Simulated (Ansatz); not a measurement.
The relaxed structure here is a generated cell of AlP: the first start was made by placing the elements on the sites of a structure type, and the end was not matched to a known phase here, so it may be hypothetical. Known forms of AlP include space group No. 216.

A structure of AlP relaxed with PBEsol (plane waves to 420 eV, PAW, scalar-relativistic; Ansatz, a first-principles code); single points at other levels follow on the same geometry (Ansatz, PAW; HSE06 at 420 eV on a 6×6×4 k-mesh; no spin-orbit coupling). Space group P6₂22 (No. 180).

Space group P6₂22 (No. 180); a = b = 3.8209 Å, c = 8.6332 Å, α = β = 90.00°, γ = 120.00°

```
atom  site  symmetry       x       y       z
----  ----  --------  ------  ------  ------
Al      3d       222  0.5000  0.0000  0.5000
P       3c       222  0.5000  0.0000  0.0000
```

```csv
level,gap (eV),kind,conduction minimum
PBEsol,0.84,indirect,M
HSE06,1.56,–,M
```

HSE06 gaps come from a coarse mesh plus a few chosen points, so they may be too large. No spin polarisation in the result.

The run could not lose the symmetry of its start, so the end can be a saddle point.
